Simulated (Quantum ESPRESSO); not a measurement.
pw.x input (Quantum ESPRESSO 7.5; PBEsol, PseudoDojo standard norm-conserving files, fully relativistic):

```
&CONTROL
  calculation = 'scf'
  pseudo_dir = './pseudo'
  outdir = './out'
  tprnfor = .true.
  tstress = .true.
/
&SYSTEM
  ibrav = 0
  nat = 4
  ntyp = 3
  ecutwfc = 86.0
  ecutrho = 344.0
  occupations = 'smearing'
  smearing = 'fd'
  degauss = 0.002
  nbnd = 60
  noncolin = .true.
  lspinorb = .true.
/
&ELECTRONS
  conv_thr = 4e-10
/
ATOMIC_SPECIES
S 32.0600 S.upf
Se 78.9710 Se.upf
Pb 207.2000 Pb.upf
CELL_PARAMETERS angstrom
  4.297130000000   0.000000000000   0.000000000000
  0.000000000000   4.297130000000   0.000000000000
  0.000000000000   0.000000000000   6.092430000000
ATOMIC_POSITIONS crystal
S   0.000000000000   0.000000000000   0.500000000000
Se   0.500000000000   0.500000000000   0.000000000000
Pb   0.000000000000   0.000000000000   0.000000000000
Pb   0.500000000000   0.500000000000   0.500000000000
K_POINTS automatic
6 6 4 0 0 0
```

End of the output:

```

[...]
     the Fermi energy is     8.4332 ev
!    total energy              =    -544.83551628 Ry
     estimated scf accuracy    <          1.8E-10 Ry
     smearing contrib. (-TS)   =      -0.00008077 Ry
     internal energy E=F+TS    =    -544.83543551 Ry
     The total energy is F=E-TS. E is the sum of the following terms:
     one-electron contribution =    -230.79583678 Ry
     hartree contribution      =     139.97534724 Ry
     xc contribution           =    -132.91850492 Ry
     ewald contribution        =    -321.09644105 Ry
     convergence has been achieved in  10 iterations
     Forces acting on atoms (cartesian axes, Ry/au):
     atom    1 type  1   force =     0.00000000    0.00000000    0.00000000
     atom    2 type  2   force =     0.00000000    0.00000000    0.00000000
     atom    3 type  3   force =     0.00000000    0.00000000    0.00000000
     atom    4 type  3   force =     0.00000000    0.00000000    0.00000000
     Total force =     0.000000     Total SCF correction =     0.000000
     Computing stress (Cartesian axis) and pressure
          total   stress  (Ry/bohr**3)                   (kbar)     P=      -22.98
  -0.00016152   0.00000000   0.00000000          -23.76        0.00        0.00
   0.00000000  -0.00016152   0.00000000            0.00      -23.76        0.00
   0.00000000   0.00000000  -0.00014559            0.00        0.00      -21.42
```

Geometry of the Materials Project entry, not relaxed at this level.
